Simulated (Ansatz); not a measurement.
**Zone-centre modes in P**

All numbers below come from DFT r2SCAN, scalar-relativistic, plane waves, PAW in Ansatz. Cutoff 500 eV, Γ-centred 8×1×6 k-points, Gaussian smearing of 0.05 eV. No spin polarisation.

Reference structure (as given, not relaxed at this level; this form isn't the usual structure):

```
CELL_PARAMETERS angstrom
3.28373 0.00000 0.00000
0.00000 34.85703 0.00000
0.00000 0.00000 4.63208
ATOMIC_POSITIONS crystal
P 0.00000 0.97026 0.59215
P 0.00000 0.02974 0.40785
P 0.50000 0.02974 0.09215
P 0.50000 0.97026 0.90785
```

The cell holds layers and no dispersion correction was added, so their binding is poorly described.

Harmonic modes by finite displacements of 0.02 Å, without the LO–TO term.

(1) At this geometry, is the structure stable against these modes?

(2) List the wavenumbers in cm⁻¹.

Answers

(1) Yes: no mode is imaginary beyond 10 cm⁻¹, and only the three translations lie near zero.

(2) 0, 0, 0, 150, 199, 238, 355, 442, 444, 451, 481, 481.

Cost: 1 run of about 5.1 core-minutes, on Arm Neoverse V1 (shared hosts).